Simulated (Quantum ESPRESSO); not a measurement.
# Al3ZnAs3S: input and log of a self-consistent run

Simulated, not a measurement. The program is pw.x of Quantum ESPRESSO 7.5 (plane-wave density functional theory). The cell is made up: 8 atoms on a zincblende/diamond lattice, with randomly drawn elements, strain and displacements, not relaxed. PseudoDojo standard norm-conserving files (v0.5 for PBE, v0.4.1 for LDA and PBEsol) set the functional; there is no spin polarisation, spin-orbit coupling or dispersion term, and the masses in the input are unused placeholders.

Input:

```
&control calculation='scf', pseudo_dir='./dojo.nc.sr.pbe.v0_5.standard.upf', outdir='./o', disk_io='low', tprnfor=.true., tstress=.true. /
&system ibrav=0, nat=8, ntyp=4, nbnd=46, ecutwfc=84.00895049, nosym=.true., tot_charge=0,
 occupations='smearing', smearing='fd', degauss=0.0018374661
/
&electrons conv_thr=7.350e-09, electron_maxstep=60, /
ATOMIC_SPECIES
Al 1.0 Al.upf
As 1.0 As.upf
S 1.0 S.upf
Zn 1.0 Zn.upf
CELL_PARAMETERS angstrom
5.6919 -0.0228 0.048
-0.0228 5.7683 -0.0674
0.048 -0.0674 5.6375
ATOMIC_POSITIONS angstrom
Al 0.002 0.0183 -0.0474
Al -0.0177 2.7796 2.7492
Al 2.8071 -0.0365 2.8587
Zn 2.8236 2.8683 -0.0939
As 1.4854 1.4045 1.4612
As 1.4425 4.2696 4.1816
S 4.3712 1.4146 4.2716
As 4.1922 4.26 1.4017
K_POINTS automatic
4 4 4 1 1 1
```

The log is shortened where brackets say so; the opening notice, blank lines, dates and the lines on written files are dropped, and the path of the files is cut. It prints rydbergs, bohrs and kilobars, and counts compression as positive stress. With no partly filled state, the Fermi energy that it prints is only some level between the filled and the empty states on the mesh, and need not lie in the true gap.

```
     Program PWSCF v.7.5
     Parallel version (MPI & OpenMP), running on       4 processor cores
     Number of MPI processes:                 4
     Threads/MPI process:                     1
     [start-up lines left out]
     bravais-lattice index     =            0
     lattice parameter (alat)  =      10.7566  a.u.
     unit-cell volume          =    1248.7913 (a.u.)^3
     number of atoms/cell      =            8
     number of atomic types    =            4
     number of electrons       =        80.00
     number of Kohn-Sham states=           46
     kinetic-energy cutoff     =      84.0090  Ry
     charge density cutoff     =     336.0358  Ry
     scf convergence threshold =      7.3E-09
     mixing beta               =       0.7000
     number of iterations used =            8  plain     mixing
     Exchange-correlation= PBE
                           (   1   4   3   4   0   0   0)
     [axes and pseudopotential details left out]
   Cartesian axes
     site n.     atom                  positions (alat units)
         1        Al     tau(   1) = (   0.0003514   0.0032150  -0.0083273  )
         2        Al     tau(   2) = (  -0.0031095   0.4883218   0.4829811  )
         3        Al     tau(   3) = (   0.4931530  -0.0064123   0.5022181  )
         4        Zn     tau(   4) = (   0.4960517   0.5039047  -0.0164964  )
         5        As     tau(   5) = (   0.2609560   0.2467434   0.2567045  )
         6        As     tau(   6) = (   0.2534193   0.7500859   0.7346260  )
         7        S      tau(   7) = (   0.7679351   0.2485178   0.7504373  )
         8        As     tau(   8) = (   0.7364882   0.7483994   0.2462515  )
     number of k points=    32  Fermi-Dirac smearing, width (Ry)=  0.0018
                       cart. coord. in units 2pi/alat
        k(    1) = (   0.1244394   0.1253215   0.1266505), wk =   0.0625000
        k(    2) = (   0.1223220   0.1282632   0.3791271), wk =   0.0625000
     [further k points left out]
     Dense  grid:   129913 G-vectors     FFT dimensions: (  64,  64,  64)
     Estimated max dynamical RAM per process >     274.13 MB
     Estimated total dynamical RAM >    1001.38 MB
     Initial potential from superposition of free atoms
     starting charge      79.9918, renormalised to      80.0000
     Starting wfcs are   53 randomized atomic wfcs
     total cpu time spent up to now is        3.7 secs
     per-process dynamical memory:   194.7 Mb
     Self-consistent Calculation
     iteration #  1     ecut=    84.01 Ry     beta= 0.70
     Davidson diagonalization with overlap
     ethr =  1.00E-02,  avg # of iterations =  3.8
     Threshold (ethr) on eigenvalues was too large:
     Diagonalizing with lowered threshold
     Davidson diagonalization with overlap
     ethr =  4.34E-04,  avg # of iterations =  2.7
     total cpu time spent up to now is       18.4 secs
     total energy              =   -1090.59129094 Ry
     estimated scf accuracy    <       0.34658180 Ry
     iteration #  2     ecut=    84.01 Ry     beta= 0.70
     Davidson diagonalization with overlap
     ethr =  4.33E-04,  avg # of iterations =  4.8
     total cpu time spent up to now is       25.6 secs
     total energy              =   -1090.66059112 Ry
     estimated scf accuracy    <       0.12393195 Ry
     iteration #  3     ecut=    84.01 Ry     beta= 0.70
     Davidson diagonalization with overlap
     ethr =  1.55E-04,  avg # of iterations =  2.2
     total cpu time spent up to now is       31.8 secs
     total energy              =   -1090.69033993 Ry
     estimated scf accuracy    <       0.01086826 Ry
     iteration #  4     ecut=    84.01 Ry     beta= 0.70
     Davidson diagonalization with overlap
     ethr =  1.36E-05,  avg # of iterations =  9.1
     total cpu time spent up to now is       39.8 secs
     total energy              =   -1090.69321361 Ry
     estimated scf accuracy    <       0.00182142 Ry
     iteration #  5     ecut=    84.01 Ry     beta= 0.70
     Davidson diagonalization with overlap
     ethr =  2.28E-06,  avg # of iterations =  3.4
     total cpu time spent up to now is       46.1 secs
     total energy              =   -1090.69351419 Ry
     estimated scf accuracy    <       0.00009420 Ry
     iteration #  6     ecut=    84.01 Ry     beta= 0.70
     Davidson diagonalization with overlap
     ethr =  1.18E-07,  avg # of iterations =  3.3
     total cpu time spent up to now is       52.6 secs
     total energy              =   -1090.69353889 Ry
     estimated scf accuracy    <       0.00000961 Ry
     iteration #  7     ecut=    84.01 Ry     beta= 0.70
     Davidson diagonalization with overlap
     ethr =  1.20E-08,  avg # of iterations =  3.5
     total cpu time spent up to now is       59.6 secs
     total energy              =   -1090.69354178 Ry
     estimated scf accuracy    <       0.00000295 Ry
     iteration #  8     ecut=    84.01 Ry     beta= 0.70
     Davidson diagonalization with overlap
     ethr =  3.69E-09,  avg # of iterations =  2.0
     total cpu time spent up to now is       65.5 secs
     total energy              =   -1090.69354219 Ry
     estimated scf accuracy    <       0.00000033 Ry
     iteration #  9     ecut=    84.01 Ry     beta= 0.70
     Davidson diagonalization with overlap
     ethr =  4.14E-10,  avg # of iterations =  2.6
     total cpu time spent up to now is       71.5 secs
     total energy              =   -1090.69354226 Ry
     estimated scf accuracy    <       0.00000002 Ry
     iteration # 10     ecut=    84.01 Ry     beta= 0.70
     Davidson diagonalization with overlap
     ethr =  2.72E-11,  avg # of iterations =  4.2
     total cpu time spent up to now is       79.0 secs
     End of self-consistent calculation
          k = 0.1244 0.1253 0.1267 ( 16240 PWs)   bands (ev):
  -119.0632 -73.2305 -73.2144 -73.2109 -28.1268 -28.1203 -28.0941 -28.0907
   -28.0841 -28.0766 -28.0719 -28.0654 -28.0579 -28.0479 -27.9864 -27.9822
   -27.9568 -27.9460 -27.9404  -7.1135  -4.6333  -3.5964  -3.3886  -0.1784
    -0.1224  -0.0834  -0.0290  -0.0012   0.8231   0.9858   1.3098   2.8221
     3.1891   3.8024   3.9532   4.2451   4.7076   5.1922   5.9062   6.1780
     7.8595   8.1226   8.4323   8.9488   9.3236   9.4374
     [levels at the other k points left out]
     the Fermi energy is     7.2238 ev
!    total energy              =   -1090.69354227 Ry
     estimated scf accuracy    <          6.5E-09 Ry
     smearing contrib. (-TS)   =      -0.00000000 Ry
     internal energy E=F+TS    =   -1090.69354227 Ry
     The total energy is F=E-TS. E is the sum of the following terms:
     one-electron contribution =    -872.62060954 Ry
     hartree contribution      =     461.83084178 Ry
     xc contribution           =    -200.16360445 Ry
     ewald contribution        =    -479.74017006 Ry
     convergence has been achieved in  10 iterations
     Forces acting on atoms (cartesian axes, Ry/au):
     atom    1 type  1   force =    -0.00301156   -0.01067764    0.03352689
     atom    2 type  1   force =     0.00210949    0.03517570    0.00080631
     atom    3 type  1   force =     0.02085063   -0.01201796    0.00032552
     atom    4 type  4   force =    -0.01051748    0.00870903    0.02122157
     atom    5 type  2   force =    -0.01103065    0.00424168   -0.03475568
     atom    6 type  2   force =    -0.01098348   -0.01293717   -0.00382012
     atom    7 type  3   force =    -0.00792398   -0.02235015   -0.01136892
     atom    8 type  2   force =     0.02050701    0.00985651   -0.00593556
     Total force =     0.081243     Total SCF correction =     0.000353
     Computing stress (Cartesian axis) and pressure
          total   stress  (Ry/bohr**3)                   (kbar)     P=      -12.41
  -0.00007475  -0.00004428  -0.00008604          -11.00       -6.51      -12.66
  -0.00004428  -0.00013194   0.00006412           -6.51      -19.41        9.43
  -0.00008604   0.00006412  -0.00004634          -12.66        9.43       -6.82
     init_run     :      3.51s CPU      3.64s WALL (       1 calls)
     electrons    :     74.72s CPU     75.31s WALL (       1 calls)
     forces       :      1.02s CPU      1.04s WALL (       1 calls)
     stress       :      3.29s CPU      3.40s WALL (       1 calls)
     [timing details left out]
     PWSCF        :   1m22.63s CPU   1m23.54s WALL
     JOB DONE.
```

In other units: free energy -14839.642 eV for the cell, pressure -1.24 GPa, largest force component 0.904 eV/Å. A rerun of the same cell at another strain at 1437 eV and a 6 x 6 x 6 mesh moved values by no more than 0.007 eV in energy, 0.02 GPa in stress and 0.003 eV/Å in force.